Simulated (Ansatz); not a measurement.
Si2Os:
Space group C2/m (No. 12); a = 8.6441 Å, b = 2.9967 Å, c = 7.4858 Å, α = 90.00°, β = 118.95°, γ = 90.00°

| atom | site | symmetry | x | y | z |
|---|---|---|---|---|---|
| Si | 4i | m | 0.3940 | 0.0000 | 0.1010 |
| Si | 4i | m | 0.1420 | 0.0000 | 0.5282 |
| Os | 4i | m | 0.1552 | 0.0000 | 0.2022 |
(The calculation used a cell of 6 atoms; values per cell refer to that cell.)

Relaxed at zero pressure with DFT-r²SCAN in the program Ansatz with PAW potentials.

**Question.** The volume is lowered by 9 % and shape and atoms relax at that volume. What pressure results, and how do the axes share the change?

**Answer.** 25.0 GPa; a -2.4 %, b -4.0 %, c -2.9 %; the energy rises by 91 meV/atom.

**Question.** Give the new structure.

**Answer.** 
Space group C2/m (No. 12); a = 8.4360 Å, b = 2.8782 Å, c = 7.2660 Å, α = γ = 90.00°, β = 118.92°

```tsv
atom	site	symmetry	x	y	z
Si	4i	m	0.3934	0.0000	0.1057
Si	4i	m	0.1398	0.0000	0.5255
Os	4i	m	0.1548	0.0000	0.2015
```

The phase is kept; no other phase was compared at this pressure.

The first step of the workflow began from a Materials Project structure, measured or hypothetical; the Crystallography Open Database copy checked does not list it. Whether it is the stable phase at ambient conditions was not checked. The r²SCAN relaxation kept the symmetry of its start; whether a distortion lowers the energy is not shown. The run is not spin-polarised. Scalar-relativistic: spin–orbit coupling is off unless named, which matters more the heavier the elements.

Potentials: the later of the program's two PAW sets.
